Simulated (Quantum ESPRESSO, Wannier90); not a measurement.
## InAs (zinc blende): Wannier90 run

```
CELL_PARAMETERS angstrom
      0.00000     3.05356     3.05356
      3.05356     0.00000     3.05356
      3.05356     3.05356     0.00000
ATOMIC_POSITIONS crystal
  In 0.25000 0.25000 0.25000
  As 0.00000 0.00000 0.00000
```

Cell from Materials Project (mp-20305), symmetrised, no further relaxation. COD (Crystallography Open Database) has an entry of this formula and space group (matched by these alone). Level: PBEsol, spinors with spin-orbit coupling; pw.x of Quantum ESPRESSO at 68 Ry with PseudoDojo potentials, 6×6×6 k-points, Wannier90. Density: 10×10×10 mesh, cold smearing 0.01 Ry. With spin-orbit coupling a semilocal functional can close or falsely invert a small gap; the band order was not checked against a better method.

Base run: 16 functions from bands 21-50 of the 50 computed, start hydrogen-like In: s;p; As: s;p, centres 0.05 Å off the atoms, frozen window up to 1.50 eV relative to the Fermi level, outer window open. One thing is changed at a time; window edges are relative to the Fermi level. The misfit compares interpolated bands with pw.x on a high-symmetry path, for states up to 1.0 eV relative to the Fermi level. Converged means that the tolerances were met: symmetric starts can stop on a saddle, which shows as a larger Ω_OD at equal Ω_I and can move the misfit too.

### Question
Which of these settings interpolates worst among those that finish?
(A) no frozen window
(B) base
(C) frozen window to 0.50 eV
(D) frozen window to -0.50 eV
(E) frozen window to 3.50 eV
(F) outer window to 9.14 eV

### Answer
A, no frozen window. The whole sweep:

| setting | functions | frozen to (eV) | Ω_I (Å²) | Ω_D (Å²) | Ω_OD (Å²) | rms misfit (meV) | worst (meV) | ended |
|---|---|---|---|---|---|---|---|---|
| base | 16 | 1.50 | 22.91 | 0.03 | 3.61 | 7.1 | 33 | converged |
| frozen window to 0.50 eV | 16 | 0.50 | 22.50 | 0.02 | 3.65 | 59 | 405 | converged |
| frozen window to 3.50 eV | 16 | 3.50 | 28.02 | 0.10 | 4.00 | 8.6 | 33 | converged |
| frozen window to -0.50 eV | 16 | -0.50 | 22.48 | 0.02 | 3.64 | 61 | 405 | converged |
| frozen window to 7.42 eV | 16 | 7.42 | – | – | – | – | – | stops: too many frozen states |
| no frozen window | 16 | none | 21.55 | 0.01 | 3.72 | 188 | 892 | converged |
| outer window to 9.14 eV | 16 | 1.50 | 37.10 | 0.39 | 7.51 | 14 | 58 | converged |
| outer window to 13.84 eV | 16 | 1.50 | 26.06 | 0.08 | 3.86 | 7.4 | 38 | converged |
